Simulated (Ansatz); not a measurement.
GaAs (zinc blende, F-43m), the program Ansatz at the PBEsol level (PAW). The conduction-band minimum lies at Γ, with 1 equivalent valley. Second derivatives d²E/dk² of the lowest band at one valley (eV·Å²), along Cartesian directions:

```
direction  d²E/dk²
---------  -------
[100]        306.6
[010]        306.6
[001]        306.6
[110]        306.3
[101]        306.3
[011]        306.3
```

**Question.** Find the principal effective masses, the density-of-states mass and the conductivity mass.

**Answer.** Off-diagonal terms follow from H_xy = H[110] − (H_xx + H_yy)/2, and m*/mₑ = 7.620 eV·Å² over each eigenvalue: 0.025, 0.025, 0.025. One valley's DOS mass (m₁m₂m₃)^(1/3) = 0.025, conductivity mass 3/(Σ 1/mᵢ) = 0.025 mₑ.

**Question.** What effective density of states Nc follows at 300 K for parabolic valleys?

**Answer.** Nc = 2.509e19 × 1 × (0.025)^(3/2) ≈ 9.9e16 cm⁻³.

The PBEsol relaxation kept the symmetry of its start. Scalar-relativistic: spin–orbit coupling is off unless named, which matters more the heavier the elements.

Potentials: the later of the program's two PAW sets.

Edges and masses are those of Kohn–Sham bands, whose gap is no quasiparticle gap.
